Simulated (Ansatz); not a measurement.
Method: DFT, r2SCAN, plane waves (500 eV) with PAW, scalar-relativistic (Ansatz 0.2.0). (PAW data from PBE, frozen cores regenerated.)

An element in the bcc structure gives this curve. The cell is scaled uniformly from the relaxed one, with fractional coordinates and shape fixed. Energies are extrapolated to zero smearing, pressures are those at the given smearing. Magnetic state: spin not included.

```json
{"V (Å³/atom)": "23.470", "E − E₀ (meV/atom)": "60.6", "P (GPa)": "7.15"}
{"V (Å³/atom)": "24.536", "E − E₀ (meV/atom)": "23.7", "P (GPa)": "4.10"}
{"V (Å³/atom)": "25.603", "E − E₀ (meV/atom)": "4.8", "P (GPa)": "1.73"}
{"V (Å³/atom)": "26.670", "E − E₀ (meV/atom)": "0.0", "P (GPa)": "-0.11"}
{"V (Å³/atom)": "27.737", "E − E₀ (meV/atom)": "6.1", "P (GPa)": "-1.53"}
{"V (Å³/atom)": "28.804", "E − E₀ (meV/atom)": "20.4", "P (GPa)": "-2.61"}
{"V (Å³/atom)": "29.870", "E − E₀ (meV/atom)": "41.2", "P (GPa)": "-3.44"}
```

Q: Which element is it?
A. tellurium
B. lead
C. indium
D. magnesium

A: C. Its fit is V₀ = 26.56 Å³/atom, B₀ = 41 GPa, B₀′ = 5.4.
